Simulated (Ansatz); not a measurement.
**LuSeF in Ansatz, single run**

Launch command:

```bash
ansatz run input.yaml --threads 1 --pin off --max-ram 2560MiB --backend cpu --events-out ev --progress --plain --runs-dir out
```

Input:

```yaml
crystal:
  lattice:
    - [4.108434, 0.0, 0.0]
    - [-2.054217, 3.558014, 0.0]
    - [-2.054217, 1.186005, 8.486108]
  atoms:
    - { symbol: Se, position: [0.3911, 0.6089, 0.1733] }
    - { symbol: Se, position: [0.6089, 0.3911, 0.8267] }
    - { symbol: Lu, position: [0.5, 0.5, 0.5] }
    - { symbol: F, position: [0.1673, 0.8327, 0.5019] }
    - { symbol: F, position: [0.8327, 0.1673, 0.4981] }
    - { symbol: Lu, position: [0.0, 0.0, 0.0] }
  symmetry: { tolerance: 0.0003 }
kpoints:
  mp_grid: { grid: [5, 5, 5], shift: [0, 0, 0] }
magnetization:
  spin_polarized: false
scf:
  occupations: { method: gaussian, width: 0.0655 }
hamiltonian:
  pseudopotentials: { kind: paw }
  xc: r2scan
basis:
  ecutwfc: 500
  xc_grid: 2
output:
  forces: true
  stress: true
  eigenvalues: true
```

Origin of the cell: a known structure type with other elements, at an estimated volume, so it need not be a known compound.

Output (shortened):

```
SCF iter   1: F=—  HF=-42075.715914 eV  Δρ=7.93e-3  dr2=6.35e-2  dr2_τ=9.60e-2
SCF iter   2: F=—  HF=-42075.741794 eV  Δρ=4.85e-3  dr2=2.29e-2  dr2_τ=5.61e-3  defer=73
SCF iter   3: F=—  HF=-42075.728076 eV  Δρ=2.71e-3  dr2=7.09e-3  dr2_τ=5.46e-4  defer=54
SCF iter   4: F=—  HF=-42075.727556 eV  Δρ=7.82e-4  dr2=7.30e-4  dr2_τ=6.57e-5  defer=54
SCF iter   5: F=—  HF=-42075.727527 eV  Δρ=2.28e-4  dr2=5.24e-5  dr2_τ=6.21e-6  defer=36
SCF iter   6: F=—  HF=-42075.727530 eV  Δρ=1.32e-4  dr2=1.54e-5  dr2_τ=2.27e-6  defer=36
SCF iter   7: F=—  HF=-42075.727531 eV  Δρ=4.35e-5  dr2=3.02e-6  dr2_τ=1.44e-7  defer=36
SCF iter   8: F=—  HF=-42075.727532 eV  Δρ=1.25e-5  dr2=2.28e-7  dr2_τ=1.41e-8  defer=36
SCF iter   9: F=-42075.727532 eV  HF=-42075.727532 eV  Δρ=5.68e-6  dr2=3.55e-8  dr2_τ=2.25e-9
SCF 1 converged in 9 iterations: F = -42075.727532 eV  dr2 = 3.55e-8
SCF converged after 9 iterations
Free energy (F): -42075.727532 eV
Harris-Foulkes:  -42075.727532 eV  (|F-HF|=1.74e-8)
Internal energy: -42075.727532 eV  (E = F + TS)
E sigma→0 (E₀):  -42075.727532 eV
Fermi energy:    10.364103 eV
--- Per-component energies (eV) ---
  E_band       = -967.001136
  E_kinetic    = 1489.914950
  E_local      = -20491.247028  (includes V_loc(G=0)·N_el)
  E_nonlocal   = 92.504501
  E_hartree    = 8952.581492
  E_xc         = -786.914812
  E_vxc        = -1031.086567  (∫ρ·V_xc dr)
  E_paw        = -19019.504691  (= ΣΔE_a)
  E_vpaw       = 1008.808288  (= ΣTr[D̂ρ^β])
  E_aug_tail   = 0.001600  (compensation charges beyond the density's cutoff)
  E_vtau       = 58.939181  (kinetic-family band-sum trace: ∫τ·v_τ [+ j·A + Jᵃ·Aᵃ] dr)
  E_ewald      = -12310.826266
  E_core_change = -2.237277  (= ΣΔE_core)
  E_smearing   = -0.000000  (= −TS)
  Σ components = -42075.727532   (vs F -42075.727532, Δ=0.00e0)
--- Forces (eV/Å), atoms counted from 1 ---
  atom   1  Se    -0.000000     0.000000     0.107046
  atom   2  Se     0.000000    -0.000000    -0.107046
  atom   3  Lu     0.000000    -0.000000     0.000000
  atom   4  F     -0.000000     0.000000     0.005789
  atom   5  F      0.000000    -0.000000    -0.005789
  atom   6  Lu     0.000000    -0.000000     0.000000
  max |Σ_I F_I| component: 1.16e-18 eV/Å
--- Stress (GPa, compression-positive) ---
       -4.262975       0.000000       0.000000
        0.000000      -4.262975       0.000000
        0.000000       0.000000       2.174968
  P = ⅓ Tr σ = -2.1170 GPa (-21.170 kbar)
```

Caveats: no spin-orbit coupling, though heavy elements are present.

The run took 9.2 s on 1 thread of Intel(R) Xeon(R) 6975P-C (Granite Rapids), on a shared host, peak memory 0.62 GiB, from the program's own first density.
